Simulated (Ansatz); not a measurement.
A relaxed cell of Ti4W is given with its symmetry left out. The cell was found from a structure generator's guess, not taken from experiment.

Computed with DFT PBE, scalar-relativistic, plane waves, PAW (Ansatz). Cutoff 420 eV, Γ-centred mesh, Gaussian smearing, no spin polarisation.

```xyz
5
Lattice="2.2931 1.3239 4.6273 -2.2931 1.3239 4.6273 0.0000 -2.6478 4.6273" Properties=species:S:1:pos:R:3 pbc="T T T"
Ti    0.0000    0.0000   11.3310
Ti    0.0000    0.0000    5.5139
Ti    0.0000    0.0000    8.3680
Ti    0.0000    0.0000    2.5508
W     0.0000    0.0000    0.0000
```

Formation energies are uncorrected and refer to the elements' standard structures at the same level.

(1) What space group does it have?

(2) What is its formation energy per atom?

(3) Is it a metal?

Answers

(1) R-3m (No. 166), with Ti and W ordered on bcc sites. Conventional cell: a = 4.586 Å, c = 13.882 Å. Ti on its first site has 1 W at 2.55 Å, 3 Ti at 2.69 Å, 4 Ti at 2.90–2.96 Å, 3 Ti at 3.13 Å and 3 W at 3.36 Å; around Ti on its second site lie 3 W at 2.79 Å and 11 Ti at 2.85–3.19 Å; W has 2 Ti at 2.55 Å, 6 Ti at 2.79 Å and 6 Ti at 3.36 Å.

(2) +0.04 eV/atom. The separate elements lie lower, so it is unstable against them.

(3) Yes, bands cross the Fermi level on the 12×12×12 mesh.

The last run used a 12×12×12 mesh for its 5-atom cell and Gaussian smearing of 0.10 eV. The k mesh leaves some 4 meV/atom of noise in the energy of each metallic cell. These runs have no spin–orbit coupling, which can matter for W. Symmetry constrained the relaxation, so the result can be a saddle point.
